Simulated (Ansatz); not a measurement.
K₂MgF₄:
```cif
data_F8K4Mg2
_chemical_formula_sum 'K4 Mg2 F8'
_space_group_name_H-M_alt 'I4/mmm'
_space_group_IT_number 139
_space_group_name_Hall '-I 4 2'
_cell_length_a 3.95901
_cell_length_b 3.95901
_cell_length_c 13.12915
_cell_angle_alpha 90.000
_cell_angle_beta 90.000
_cell_angle_gamma 90.000
loop_
_atom_site_label
_atom_site_type_symbol
_atom_site_symmetry_multiplicity
_atom_site_Wyckoff_symbol
_atom_site_fract_x
_atom_site_fract_y
_atom_site_fract_z
_atom_site_occupancy
K1 K 4 e 0.00000 0.00000 0.35237 1
Mg1 Mg 2 a 0.00000 0.00000 0.00000 1
F1 F 4 c 0.00000 0.50000 0.00000 1
F2 F 4 e 0.00000 0.00000 0.15221 1
```
(The calculation used a cell of 7 atoms; values per cell refer to that cell.)

Relaxed with r²SCAN. r²SCAN (plane waves, PAW; program Ansatz) gives a gap of 7.50 eV.

Task: What gap does HSE06 give on the same cell (Ansatz, PAW)?

Result: 8.83 eV, 1.33 eV more. The hybrid was solved on a coarser mesh and at special points; its gap is the smallest among all of these.

| k | v1 r²SCAN | c1 r²SCAN | v1 HSE06 | c1 HSE06 |
|---|---|---|---|---|
| Γ | -0.16 | 7.50 | -0.16 | 8.83 |
| M | -0.19 | 8.35 | [?] | [?] |
| X | 0.00 | 9.96 | [?] | [?] |
| P | -0.06 | 10.11 | [?] | [?] |
| N | -0.10 | 9.93 | -0.10 | 11.40 |
| S0 | -0.09 | 9.93 | -0.09 | 11.39 |
| R | 0.00 | 9.99 | [?] | [?] |

Task: Top valence (v1) and lowest conduction level (c1) in eV from each method's valence maximum (which need not be a listed point): supply the withheld HSE06 values.

Result: 
- R, v1 HSE06: 0.00
- R, c1 HSE06: 11.52
- M, v1 HSE06: -0.19
- M, c1 HSE06: 9.72
- X, v1 HSE06: 0.00
- X, c1 HSE06: 11.49
- P, v1 HSE06: -0.06
- P, c1 HSE06: 11.64

Cost on shared cores: the r²SCAN run (SCF on a 10×10×10 mesh, then bands and DOS) about 2.7 core-minutes (a rough figure), the HSE06 run (SCF on 6×6×6, then a few points) very roughly 14 core-minutes; the tasks are unlike.

The first step of the workflow began from a Materials Project structure, measured or hypothetical; the Crystallography Open Database copy checked does not list it. Its standing as an ambient phase is unchecked. The r²SCAN relaxation kept the symmetry of its start; its stability against distortions is not shown here.

Potentials: the later of the program's two PAW sets.
